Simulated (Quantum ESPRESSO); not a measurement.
```cif
data_Bi2ClLuO4
_chemical_formula_sum 'O4 Cl1 Lu1 Bi2'
_space_group_name_H-M_alt 'P 1'
_space_group_IT_number 1
_cell_length_a 3.84089
_cell_length_b 3.84089
_cell_length_c 8.84327
_cell_angle_alpha 90.000
_cell_angle_beta 90.000
_cell_angle_gamma 90.000
loop_
_space_group_symop_operation_xyz
  'x, y, z'
loop_
_atom_site_label
_atom_site_type_symbol
_atom_site_fract_x
_atom_site_fract_y
_atom_site_fract_z
_atom_site_occupancy
O1 O 0.50000 0.00000 0.84784 1
O2 O 0.50000 0.00000 0.15216 1
O3 O 0.00000 0.50000 0.84784 1
O4 O 0.00000 0.50000 0.15216 1
Cl1 Cl 0.00000 0.00000 0.50000 1
Lu1 Lu 0.00000 0.00000 0.00000 1
Bi1 Bi 0.50000 0.50000 0.28069 1
Bi2 Bi 0.50000 0.50000 0.71931 1
```

Cell and atoms were relaxed with PBE+D3(BJ) from Materials Project entry mp-550805, within its symmetry.

### Question
What does norm-conserving PBEsol (Quantum ESPRESSO, 100 Ry, no spin-orbit coupling) give for the electronic structure near the Fermi level?

### Answer
The PBEsol gap is indirect, 1.06 eV, from M to Γ; the smallest direct gap is 1.43 eV. Spin-orbit coupling is left out; with 6p states at a band edge it can lower the gap by many tenths of an eV, most of a small gap. The 4f states are in the valence at their DFT position.
